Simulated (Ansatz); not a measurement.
Ce (fcc, Cu type), conventional cell a = b = c = 4.7316 Å, α = β = γ = 90.00°. The calculation uses the primitive cell of 1 atom, to which meshes and values per cell refer.

Equation-of-state scan: isotropic scaling of the cell above, V₀ being its volume. Symmetry pins the atoms to their sites.

Calculation: PBE (plane waves to 420 eV, PAW, scalar-relativistic; Ansatz, a quantum-chemistry and plane-wave program). k mesh 17×17×17 (Γ-centred), Fermi-Dirac smearing 0.05 eV. E stands for the smeared free energy. Stress and pressure are positive under compression. Ce is run without spin polarisation. Ce was relaxed with its symmetry unable to fall. The PAW data are Ansatz's earlier set. The relaxed volume of Ce is well below the measured one. The f-shell state is unchecked: a lower one may exist. ΔE is measured from the relaxed starting cell.

Q: Give the computed ΔE (meV/atom) and P (GPa) at V/V₀ = 0.940, 0.950, 0.960, 0.980, 0.990, 1.010.

A: 
```json
[
 {"V/V₀": "0.940", "ΔE (meV/atom)": "13", "P (GPa)": "2.8"},
 {"V/V₀": "0.950", "ΔE (meV/atom)": "9", "P (GPa)": "2.2"},
 {"V/V₀": "0.960", "ΔE (meV/atom)": "6", "P (GPa)": "1.7"},
 {"V/V₀": "0.980", "ΔE (meV/atom)": "1", "P (GPa)": "0.8"},
 {"V/V₀": "0.990", "ΔE (meV/atom)": "0", "P (GPa)": "0.4"},
 {"V/V₀": "1.010", "ΔE (meV/atom)": "0", "P (GPa)": "-0.4"}
]
```

(Under strain, the slope of the energy per volume gives the stress and its curvature an elastic modulus.)
